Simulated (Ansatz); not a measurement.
CaCd₂:
```xyz
6
Lattice="-2.4640 3.7934 4.1889 2.4640 -3.7934 4.1889 2.4640 3.7934 -4.1889" Properties=species:S:1:pos:R:3 pbc="T T T"
Ca     0.0000     1.8967     4.5389
Ca     2.4640     1.8967    -0.3499
Cd     0.0000     3.4234     1.3796
Cd     2.4640     0.3700     2.8093
Cd     0.0000     0.3700     1.3796
Cd     2.4640     3.4234     2.8093
```

This is the r²SCAN-relaxed structure.

Task: All from r²SCAN (plane waves, PAW; program Ansatz), unless another level is named. Give the density of states at the Fermi level.

Result: 0.55 states/eV per atom (mean over ±0.08 eV).

Task: What about the formation energy from the elements (no fitted shifts)?

Result: -0.37 eV/atom.

Space group Imma. The workflow started from a Materials Project entry (that database holds measured and hypothetical structures alike); the Crystallography Open Database copy checked does not list it. Its standing as an ambient phase is unchecked. The r²SCAN relaxation kept the symmetry of its start; its stability against distortions is not shown here. The references are the lowest solids computed at this level, not always the standard phases. Spin–orbit coupling is left out wherever it is not named.

Potentials: the later of the program's two PAW sets.
